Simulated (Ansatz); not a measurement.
Ge:
```xyz
6
Lattice="-3.5012 3.5012 3.5012 3.5012 -3.5012 3.5012 3.5012 3.5012 -3.5012" Properties=species:S:1:pos:R:3 pbc="T T T"
Ge     1.7506     0.0000     3.5012
Ge     3.5012     1.7506     0.0000
Ge     0.0000     1.7506     3.5012
Ge     1.7506     3.5012     0.0000
Ge     3.5012     0.0000     1.7506
Ge     0.0000     3.5012     1.7506
```

Relaxed with r²SCAN. Special points in fractions of this cell's reciprocal vectors: Γ (0.000, 0.000, 0.000); H (0.500, -0.500, 0.500); N (0.000, 0.000, 0.500); P (0.250, 0.250, 0.250).

Question: List the band energies nearest the valence-band maximum at these points for the program Ansatz at the r²SCAN with spin–orbit coupling level (PAW).

Answer: In eV from the valence-band maximum; about four levels below and three above (degenerate sets whole), none deeper than 8.9 eV; points with the same levels are listed once.

```csv
k,below,above
Γ,-2.25 -2.25 -2.25 -2.25 -2.19 -2.19,2.03 2.03 2.03 2.03
H,0.00 0.00 0.00 0.00,0.15 0.15 0.24 0.24 0.24 0.24
N,-1.47 -1.47 -0.87 -0.87,1.18 1.18 2.04 2.04
P,-1.98 -1.98 -1.98 -1.98,2.36 2.36 2.36 2.36
```

Space group Im-3m. The start of the workflow was typed in or built on a structure type; the Crystallography Open Database copy checked does not list it. It is not the phase usual at ambient conditions (space group No. 227). The cell was relaxed with r²SCAN under the symmetry of its start; whether a distortion lowers the energy is not shown. The volume moved by 22 % from the start of the relaxation.

Potentials: the later of the program's two PAW sets.
